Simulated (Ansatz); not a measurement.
Ansatz 0.2.0, relaxation: BaYAgTe3

Input:

```yaml
crystal:
  lattice:
    - [4.454286, 0.0, 0.0]
    - [2.227143, -7.389819, 0.0]
    - [0.0, 0.0, -11.277731]
  atoms:
    - { symbol: Ba, position: [0.75483, 0.49034, 0.75] }
    - { symbol: Ba, position: [0.24517, 0.50966, 0.25] }
    - { symbol: "Y", position: [0.0, 0.0, 0.0] }
    - { symbol: "Y", position: [0.0, 0.0, 0.5] }
    - { symbol: Ag, position: [0.46833, 0.06334, 0.75] }
    - { symbol: Ag, position: [0.53167, 0.93666, 0.25] }
    - { symbol: Te, position: [0.36053, 0.27894, 0.94967] }
    - { symbol: Te, position: [0.63947, 0.72106, 0.44967] }
    - { symbol: Te, position: [0.63947, 0.72106, 0.05033] }
    - { symbol: Te, position: [0.36053, 0.27894, 0.55033] }
    - { symbol: Te, position: [0.07954, 0.84092, 0.75] }
    - { symbol: Te, position: [0.92046, 0.15908, 0.25] }
  symmetry: { tolerance: 0.0003 }
kpoints:
  mp_grid: { grid: [6, 6, 2], shift: [0, 0, 0] }
magnetization:
  spin_polarized: false
scf:
  occupations: { method: fermi_dirac }
  lower_state_search: "off"
hamiltonian:
  pseudopotentials: { kind: paw }
  xc: r2scan
basis:
  ecutwfc: 500
  fft_grid_basis: typed
relax:
  max_steps: 40
  cell: { p_target: 0.0 }
output:
  forces: true
  stress: true
  eigenvalues: true
  bader: false
  populations: true
  elf: true
  write_potential: true
  volumetric_format: npy
  dos:
    e_range: [-12, 8]
    de: 0.05
    projected: { site_lists: { Ag: [Ag], Ba: [Ba], Te: [Te], "Y": ["Y"] } }
  write_density: true
checkpoint:
  read: saved_state
```

Run with:

```bash
ansatz run input.yaml --threads 2 --pin off --max-ram 3584MiB --backend cpu --events-out ev --progress --plain --runs-dir out
```

Origin of the cell: a database entry, scaled a little.

The smearing width isn't typed, so it takes its default of 0.1 eV.

The saved state is a converged single point of the same cell.

Steps («new basis» is an SCF on plane waves selected anew at the same cell):

| step | ΔF (meV/atom) | max force component (eV/Å) | P (GPa) | volume (Å³) | SCF iterations | step was |
| --- | --- | --- | --- | --- | --- | --- |
| 1 | 0.0 | 0.165 | 2.83 | 371.22 | 6 | accepted |
| 2 | -9.2 | 0.193 | -1.29 | 405.25 | 7 | accepted |
| 3 | -14.3 | 0.041 | -0.14 | 394.87 | 6 | accepted |
| 4 | -14.4 | 0.036 | 0.09 | 392.94 | 6 | accepted |
| 5 | -14.5 | 0.008 | 0.00 | 393.54 | 6 | accepted |
| 6 | -14.8 | 0.007 | 0.01 | 393.54 | 6 | new basis |

The starting structure.

Space group Cmcm (No. 63); the run's cell has a = 4.454 Å, b = 7.718 Å, c = 11.278 Å, α = 90.00°, β = 90.00°, γ = 73.23°. Shortest distances: Ag–Te 2.76 Å, Te–Y 3.05 Å, Ba–Te 3.42 Å.

The relaxed structure.

Space group Cmcm (No. 63); the run's cell has a = 4.531 Å, b = 7.884 Å, c = 11.502 Å, α = 90.00°, β = 90.00°, γ = 73.30°. Shortest distances: Ag–Te 2.79 Å, Te–Y 3.12 Å, Ba–Te 3.49 Å.

```yaml
crystal:
  lattice:
    - [4.53093, 0.00000, 0.00000]
    - [2.26546, -7.55119, 0.00000]
    - [0.00000, 0.00000, -11.50241]
  atoms:
    - { symbol: Ba, position: [0.75500, 0.48999, 0.75000] }
    - { symbol: Ba, position: [0.24500, 0.51001, 0.25000] }
    - { symbol: Y, position: [0.00000, 0.00000, 0.00000] }
    - { symbol: Y, position: [0.00000, 0.00000, 0.50000] }
    - { symbol: Ag, position: [0.46884, 0.06232, 0.75000] }
    - { symbol: Ag, position: [0.53116, 0.93768, 0.25000] }
    - { symbol: Te, position: [0.36218, 0.27563, 0.94817] }
    - { symbol: Te, position: [0.63782, 0.72437, 0.44817] }
    - { symbol: Te, position: [0.63782, 0.72437, 0.05183] }
    - { symbol: Te, position: [0.36218, 0.27563, 0.55183] }
    - { symbol: Te, position: [0.07942, 0.84115, 0.75000] }
    - { symbol: Te, position: [0.92058, 0.15885, 0.25000] }
```

```yaml
Free_energy_lowered_by: 14.8 meV/atom
Volume_change: 6.01 %
Final_pressure: 0.01 GPa
Relaxation_steps_listed: 6
Gap_on_the_mesh: 1.09 eV
```

Caveats: no spin-orbit coupling, though heavy elements are present; the relaxation held the start's symmetry, so the end may be a saddle point.

Time: 5.7 min on 2 threads of Intel(R) Xeon(R) Platinum 8488C (Sapphire Rapids), with other jobs on the host, peak memory 2.4 GiB, from a saved density.
